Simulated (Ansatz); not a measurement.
InSb, first-principles data

InSb:
```
CELL_PARAMETERS angstrom
      4.62964     0.00000     0.00000
     -2.31482     4.00939     0.00000
      0.00000     0.00000    15.18618
ATOMIC_POSITIONS crystal
  In 0.66667 0.33333 0.99993
  Sb 0.66667 0.33333 0.18767
  In 0.00000 0.00000 0.25034
  Sb 0.00000 0.00000 0.43705
  In 0.33333 0.66667 0.49993
  Sb 0.33333 0.66667 0.68767
  In 0.00000 0.00000 0.75034
  Sb 0.00000 0.00000 0.93705
```

Space group P6_3mc (No. 186); conventional cell a = b = 4.630 Å, c = 15.186 Å, α = β = 90.00°, γ = 120.00°.

Method: r²SCAN (plane waves, PAW; program Ansatz). The cell and atoms are relaxed at this level. Other levels are named where they apply.

### Cell and energy

```
Property                                                       Value
-----------------------------------------------------  -------------
Volume per atom                                             35.24 Å³
Density                                                   5.57 g/cm³
Formation energy from the elements (no fitted shifts)  -0.24 eV/atom
```

### Electronic structure

```
Quantity                                                                                                   Result
------------------------------------  ---------------------------------------------------------------------------
Electronic character                  no gap, with almost no states at the Fermi level (zero-gap or semimetallic)
Density of states at the Fermi level                                 0.00 states/eV per atom (mean over ±0.08 eV)
HSE06 gap on the r²SCAN cell              0.30 eV (a hybrid on a coarse mesh can open a false gap in a semimetal)
Gap with spin–orbit coupling                                                                      none (metallic)
```

### Mechanics

```
Property                              Result
----------------------------------  --------
Bulk modulus (Birch–Murnaghan fit)  43.3 GPa
Pressure derivative B′                   4.8
```

### Charges

```
Item                                  Result
-------------  -----------------------------
Bader charges  In +0.53 to +0.54, Sb -0.54 e
```

The start of the workflow was typed in or built on a structure type; neither database checked (COD, Materials Project) lists it. It is not the phase usual at ambient conditions (space group No. 216). Symmetry was held in the r²SCAN relaxation; whether a distortion lowers the energy is not shown. The references are the lowest solids computed at this level, not always the standard phases. Spin–orbit coupling is left out wherever it is not named.

Potentials: the earlier of the program's two PAW sets.
